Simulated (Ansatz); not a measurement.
W:
```
CELL_PARAMETERS angstrom
     -1.58447     1.58447     1.58447
      1.58447    -1.58447     1.58447
      1.58447     1.58447    -1.58447
ATOMIC_POSITIONS crystal
  W  0.00000 0.00000 0.00000
```

Relaxed with r²SCAN. Special points in fractions of this cell's reciprocal vectors: Γ (0.000, 0.000, 0.000); H (0.500, -0.500, 0.500); N (0.000, 0.000, 0.500); P (0.250, 0.250, 0.250).

### Question
List the band energies nearest the Fermi level at these points for the program Ansatz at the r²SCAN with spin–orbit coupling level (PAW).

### Answer
In eV from the Fermi level; about four levels below and three above (degenerate sets whole), none deeper than 8.9 eV; … stands for higher levels left out; points with the same levels are listed once.

| k | below | above |
|---|---|---|
| Γ | -1.45 -1.45 -1.45 -1.45 -0.93 -0.93 | … |
| H | -5.97 -5.97 -5.97 -5.97 | 5.12 5.12 5.12 5.12 |
| N | -6.51 -6.51 -3.72 -3.72 | 0.43 0.43 2.40 2.40 |
| P | -2.98 -2.98 -2.98 -2.98 | 3.67 3.67 3.67 3.67 |

Space group Im-3m (bcc (W type)). The cell was relaxed with r²SCAN under the symmetry of its start. No spin polarisation was allowed.

Potentials: the earlier of the program's two PAW sets.
